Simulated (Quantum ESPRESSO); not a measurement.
## ScHf5TaY (a guest atom moved from site to site)

A calculation, not a measurement. The program is pw.x of Quantum ESPRESSO 7.5 (plane-wave density functional theory). The cell is made up: eight metal atoms on a face-centred cubic lattice, with elements, volume, strain and displacements drawn at random and not relaxed, so it may be unstable or far from any real phase. PseudoDojo standard norm-conserving files set the functional (PBE unless stated); there is no spin polarisation or spin-orbit coupling, the Fermi-Dirac width of 0.25 eV means electrons at about 2900 K, and the masses in the input are unused placeholders. Heavy elements are run without spin-orbit coupling, which real alloys of them have. A spin test at this wide smearing found no moment, but such smearing suppresses magnetism that the real alloy may have.

The runs move one Sc atom among sites that otherwise hold Hf. Cell, positions, cutoff, mesh and smearing stay as in the input of run 1; sites are counted in its order. Stress in the tables is positive in tension.

Input of run 1:

```
&control calculation='scf', pseudo_dir='./dojo.nc.sr.pbe.v0_5.standard.upf', outdir='./o', disk_io='minimal', tprnfor=.true., tstress=.true. /
&system ibrav=0, nat=8, ntyp=4, nbnd=66, ecutwfc=77.98206166, nosym=.true., tot_charge=0,
 occupations='smearing', smearing='fd', degauss=0.0183746611
/
&electrons conv_thr=1.470e-08, electron_maxstep=70, mixing_beta=0.5 /
ATOMIC_SPECIES
Hf 1.0 Hf.upf
Sc 1.0 Sc.upf
Ta 1.0 Ta.upf
Y 1.0 Y.upf
CELL_PARAMETERS angstrom
0.0 0.0 -4.5963
-4.5963 0.0 0.0
2.2981 9.1925 2.2981
ATOMIC_POSITIONS angstrom
Sc -0.0023 -0.0846 0.014
Hf -2.252 2.2852 -0.0438
Ta -0.1056 4.6122 -0.0336
Hf -2.3779 6.8355 0.009
Hf -2.3262 -0.0553 -2.3377
Hf 0.0017 2.2817 -2.3246
Hf -2.2339 4.5338 -2.2744
Y -0.0116 6.8584 -2.2605
K_POINTS automatic
5 5 3 1 1 1
```

| run | elements on sites 1 to 8 | free energy less that of run 1 (eV) | -TS (eV) | pressure (GPa) | stress xx (GPa) | stress yy (GPa) | stress zz (GPa) | stress yz (GPa) | stress xz (GPa) | stress xy (GPa) | iterations |
| --- | --- | --- | --- | --- | --- | --- | --- | --- | --- | --- | --- |
| 1 | Sc Hf Ta Hf Hf Hf Hf Y | 0.000 | -2.404 | -3.93 | 4.08 | 4.28 | 3.41 | 0.00 | -0.10 | 0.19 | 16 |
| 2 | Hf Hf Ta Hf Sc Hf Hf Y | -0.006 | -2.398 | -3.92 | 3.69 | 4.21 | 3.85 | -0.03 | -0.10 | 0.12 | 16 |
| 3 | Hf Hf Ta Hf Hf Sc Hf Y | 0.004 | -2.366 | -3.82 | 4.00 | 3.95 | 3.51 | -0.06 | -0.11 | 0.16 | 18 |
| 4 | Hf Hf Ta Hf Hf Hf Sc Y | -0.006 | -2.366 | -3.97 | 3.88 | 4.80 | 3.23 | -0.04 | -0.11 | 0.17 | 18 |

Forces Fx Fy Fz (eV/Å):

| site | run 1 | run 2 | run 3 | run 4 |
| --- | --- | --- | --- | --- |
| 1 | -0.09 0.65 -0.14 | -0.12 0.85 -0.14 | -0.12 0.54 -0.14 | -0.10 0.72 -0.13 |
| 2 | -0.19 0.21 0.17 | -0.17 0.21 0.18 | -0.15 0.10 0.17 | -0.16 -0.07 0.17 |
| 3 | 0.21 -0.81 0.15 | 0.21 -0.70 0.15 | 0.16 -0.57 0.13 | 0.28 -0.88 0.17 |
| 4 | 0.37 -0.69 0.01 | 0.39 -0.68 0.02 | 0.39 -0.31 0.03 | 0.40 -0.16 0.01 |
| 5 | 0.10 0.86 0.25 | 0.09 0.62 0.22 | 0.10 0.54 0.24 | 0.08 0.81 0.24 |
| 6 | 0.06 0.41 -0.01 | 0.05 0.41 -0.01 | 0.05 0.21 0.00 | 0.02 0.13 0.00 |
| 7 | -0.33 -0.20 -0.14 | -0.32 -0.29 -0.14 | -0.27 -0.14 -0.13 | -0.36 -0.18 -0.16 |
| 8 | -0.14 -0.43 -0.30 | -0.13 -0.42 -0.29 | -0.16 -0.38 -0.30 | -0.17 -0.38 -0.30 |

The sites are displaced and not relaxed, so the energy differences mix bonding between neighbours with strain and are not ordering energies. A rerun of one cell of this series at a higher cutoff and on a denser mesh moved values by no more than 0.011 eV in energy, 0.03 GPa in stress and 0.003 eV/Å in force, and a second program with other atomic files agreed on that cell to 2 % rms in force and 0.5 GPa in pressure.